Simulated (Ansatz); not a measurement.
# Computed energy against volume: Cd (hcp, Mg type)

Cd (hcp, Mg type)

```cif
data_Cd2
_chemical_formula_sum 'Cd2'
_space_group_name_H-M_alt 'P63/mmc'
_space_group_IT_number 194
_space_group_name_Hall '-P 6c 2c'
_cell_length_a 2.96202
_cell_length_b 2.96202
_cell_length_c 5.79795
_cell_angle_alpha 90.000
_cell_angle_beta 90.000
_cell_angle_gamma 120.000
loop_
_atom_site_label
_atom_site_type_symbol
_atom_site_symmetry_multiplicity
_atom_site_Wyckoff_symbol
_atom_site_fract_x
_atom_site_fract_y
_atom_site_fract_z
_atom_site_occupancy
Cd1 Cd 2 d 0.66667 0.33333 0.25000 1
```

This relaxed cell (volume V₀) is scaled evenly in all directions, its shape held. Symmetry pins the atoms to their sites.

These are r2SCAN (plane waves to 500 eV, PAW, scalar-relativistic; Ansatz, a first-principles code) values and carry that method's errors. k mesh 18×18×8 (Γ-centred), Fermi-Dirac smearing 0.05 eV. Energies are smeared free energies. Stress and pressure are positive under compression. With the shape held, the modulus is that of even scaling; a crystal free to change shape is softer. Cd was relaxed with its symmetry unable to fall. The zero of ΔE is the relaxed starting cell.

```json
[
 {"V (Å³/cell)": "41.41", "ΔE (meV/atom)": "16", "P (GPa)": "4.2"},
 {"V (Å³/cell)": "41.85", "ΔE (meV/atom)": "11", "P (GPa)": "3.4"},
 {"V (Å³/cell)": "42.29", "ΔE (meV/atom)": "7", "P (GPa)": "2.6"},
 {"V (Å³/cell)": "42.73", "ΔE (meV/atom)": "4", "P (GPa)": "1.9"},
 {"V (Å³/cell)": "43.17", "ΔE (meV/atom)": "2", "P (GPa)": "1.2"},
 {"V (Å³/cell)": "43.61", "ΔE (meV/atom)": "0", "P (GPa)": "0.6"},
 {"V (Å³/cell)": "44.05", "ΔE (meV/atom)": "0", "P (GPa)": "0.0"},
 {"V (Å³/cell)": "44.49", "ΔE (meV/atom)": "0", "P (GPa)": "-0.6"},
 {"V (Å³/cell)": "44.93", "ΔE (meV/atom)": "2", "P (GPa)": "-1.1"},
 {"V (Å³/cell)": "45.38", "ΔE (meV/atom)": "3", "P (GPa)": "-1.6"},
 {"V (Å³/cell)": "45.82", "ΔE (meV/atom)": "6", "P (GPa)": "-2.0"},
 {"V (Å³/cell)": "46.26", "ΔE (meV/atom)": "9", "P (GPa)": "-2.4"},
 {"V (Å³/cell)": "46.70", "ΔE (meV/atom)": "12", "P (GPa)": "-2.8"}
]
```

Read from the data:

- Pressure at the smallest volume: 4.2 GPa
- Energy cost of the largest compression: 16 meV/atom
- Energy cost of the largest expansion: 12 meV/atom
- Bulk modulus at fixed cell shape B₀ (third-order Birch-Murnaghan fit): 57.3 GPa
- Pressure derivative B₀′ (fit): 5.7
- Equilibrium volume of the fit: 22.03 Å³/atom
- Pressure for 5 % compression (fit): 3.4 GPa

The 13 points together took around 6 core-minutes (rough).

(A scan under strain: stresses follow from slopes of the energy per volume, elastic moduli from its curvatures.)
